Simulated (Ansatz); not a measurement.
Here is the system:

BiSe:
```yaml
crystal:
  lattice:
    - [0.00000, 3.00786, 3.00786]
    - [3.00786, 0.00000, 3.00786]
    - [3.00786, 3.00786, 0.00000]
  atoms:
    - { symbol: Bi, position: [0.00000, 0.00000, 0.00000] }
    - { symbol: Se, position: [0.50000, 0.50000, 0.50000] }
```

This is the LDA-relaxed structure.

**Question.** All from plane-wave PAW LDA (Ansatz code), unless another level is named. Give the electronic character.

**Answer.** metallic (no gap).

**Question.** Next, the density of states at the Fermi level?

**Answer.** 0.73 states/eV per atom (mean over ±0.08 eV).

**Question.** What about the formation energy from the elements (no fitted shifts)?

**Answer.** -0.18 eV/atom.

Space group Fm-3m (rock salt). The first step of the workflow began from a Materials Project structure, measured or hypothetical; the Crystallography Open Database files this formula in space group No. 225, but the cells were not matched. Its standing as an ambient phase is unchecked. The cell was relaxed with LDA under the symmetry of its start. At this level the phase is mechanically unstable. With an odd number of electrons in the cell and no spin polarisation, the count alone makes it a metal. The references are the lowest solids computed at this level, not always the standard phases. Scalar-relativistic: spin–orbit coupling is off unless named, which matters more the heavier the elements.

Potentials: the later of the program's two PAW sets.
